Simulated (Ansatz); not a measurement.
**ZnS with Mn replacing Zn: do the settings matter for the field gradients?**

Cell: a supercell of ZnS (zinc blende type, F-43m) built from an entry of the Crystallography Open Database (COD) (the entry's cell lengths or inner coordinates differ somewhat from later room-temperature determinations), with all atoms left at the host's positions.

```cif
data_MnZn26S27
_symmetry_space_group_name_H-M 'F-43m'
_symmetry_Int_Tables_number 216
_cell_length_a 16.2120
_cell_length_b 16.2120
_cell_length_c 16.2120
_cell_angle_alpha 90.000
_cell_angle_beta 90.000
_cell_angle_gamma 90.000
loop_
_atom_site_label
_atom_site_type_symbol
_atom_site_symmetry_multiplicity
_atom_site_Wyckoff_symbol
_atom_site_fract_x
_atom_site_fract_y
_atom_site_fract_z
Mn Mn 4 a 0.5000 0.0000 0.5000
Zn2 Zn 48 h 0.6667 0.0000 0.6667
Zn5 Zn 16 e 0.8333 0.8333 0.6667
Zn9 Zn 16 e 0.1667 0.6667 0.8333
Zn15 Zn 24 f 0.0000 0.6667 0.0000
S28 S 16 e 0.4167 0.0833 0.4167
S30 S 24 g 0.7500 0.0833 0.7500
S32 S 48 h 0.7500 0.9167 0.5833
S41 S 4 d 0.7500 0.7500 0.7500
S45 S 16 e 0.0833 0.5833 0.9167
```

One atom of each set is listed; the run and its k-mesh use a cell of 54 atoms with edges of 11.46, 11.46, 11.46 Å.

Reference run. The numbers come from a DFT calculation in Ansatz (PBE, plane waves and PAW, scalar-relativistic, collinear spin, 420 eV cutoff, Γ-centred 2×2×2 k-points, Fermi–Dirac smearing 0.01 eV, cell charge +1). Start moments as typed (μB): 4 on each Mn, none on the rest.

Q: The input is changed as follows: `hamiltonian.hubbard`: not typed → {sites: [{species: Mn, l: d, u_eff: 6.0}], double_counting: fll}; `scf.algorithm`: not typed → density_mixing. What happens to V_zz (10²¹ V/m²) and η?

A: 

```tsv
site	V_zz reference	η reference	V_zz changed	η changed
Mn	0.00	–	0.00	–
Zn2	0.93	0.39	0.18	0.13
Zn5	-0.18	0.00	-0.040	0.00
Zn9	-0.29	0.00	-0.043	0.00
Zn15	0.13	0.99	0.033	0.86
S28	-0.53	0.00	-2.97	0.00
S30	1.14	0.30	0.12	0.64
S32	-0.50	0.05	-0.11	0.43
S45	0.063	0.00	<0.005	–
```

The largest change of V_zz is on S28, from -0.53 to -2.97. Where |V_zz| stays above 0.1 and the axes keep their order, η moves most on S32, from 0.05 to 0.43. On Zn2 V_xx and V_yy change places (or their axes turn by over 50°), so the two values of η hide a larger change. Other sites without a gradient aren't listed. At these positions the changed run has forces up to 1.0 eV/Å, so its atoms aren't at their own equilibrium. SCF iterations: 13 and 13. New warnings: filled band counts differ across k points.

On the reference run: The defect repeats with the cell of 54 atoms, so it feels its images: sites between two images don't show the values beside a lone defect, and zeros or small values of η there can come from the images' arrangement. A uniform background compensates the cell's charge. The defect cell has no gap above 0.1 eV on its mesh, so the values can hang on the smearing and the k-mesh. The neighbours have not yet relaxed around the defect (largest force 0.22 eV/Å), so a real crystal will differ.
